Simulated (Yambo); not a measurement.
```
CELL_PARAMETERS angstrom
      4.12555     0.00000     0.00000
     -2.06277     3.57283     0.00000
      0.00000     0.00000     6.82678
ATOMIC_POSITIONS crystal
  Mg 0.00000 0.00000 0.00000
  I  0.33333 0.66667 0.24575
  I  0.66667 0.33333 0.75425
```

Response from Yambo on PBEsol (pw.x of Quantum ESPRESSO, ONCV potentials, without SOC) bands: 6×6×4 mesh, 74 bands, 4 Ry local-field block, 0.2 eV broadening.

**Question.** Give the static electronic dielectric constant without and with local fields along each axis.

**Answer.** 
| field along | ε(0), independent particles | ε(0), RPA with local fields | refractive index √ε |
|---|---|---|---|
| x | 5.19 | 4.32 | 2.08 |
| z | 4.94 | 3.81 | 1.95 |
Electronic (clamped-ion) response only. Spin-orbit coupling, left out here, changes gap and response of such heavy elements. Convergence of the RPA response with its 6×6×4 mesh was not tested. x, y and z are Cartesian axes of the cell as given.

Geometry relaxed with PBE+D3(BJ).
